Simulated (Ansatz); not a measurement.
# Compressing ZrC: a fit and a missing row

ZrC, Fm-3m, a = 4.669 Å. Ansatz: PBEsol, PAW, 420 eV, Γ-centred 16×16×16 mesh on 2 atoms, Gaussian smearing 0.10 eV; no spin polarisation. Symmetry fixes shape and atoms, so the cell is only scaled; pressure is positive in compression.

```
V (Å³/atom) P (GPa)
     11.197        ?
     11.579    26.86
     11.960    16.49
     12.342     7.59
     12.724    -0.05
     13.106    -6.62
     13.487   -12.26
     13.996   -18.57
```

Question: Take V0 = 12.724 Å³/atom, count pressures from its P0 = -0.05 GPa, fit the third-order Birch–Murnaghan form to the other rows, and predict the missing pressure.

Answer: With the Eulerian strain f = ½[(V0/V)^(2/3) − 1] and y = (P − P0)/[3f(1 + 2f)^(5/2)], the form is the line y = B0 + 1.5 B0 (B0′ − 4) f. Rows (f, y): 0.03244, 236.3; 0.02107, 236.0; 0.01026, 235.9; -0.00976, 235.7; -0.01904, 235.5; -0.03077, 235.2. Means f = 0.0007000, y = 235.77; Σ(Δf)² = 0.003003, ΣΔfΔy = 0.04675; the slope is their ratio. y = 235.8 + 15.57 f GPa, so B0 = 235.8 GPa and B0′ = 4 + 2 × (15.57)/(3 × 235.8) = 4.04. At V = 11.197, f = 0.04448, y = 236.49 and P = 39.00 GPa. The run gave 38.94 GPa, so the fit is 0.06 GPa too high, a small miss on the scale of the series.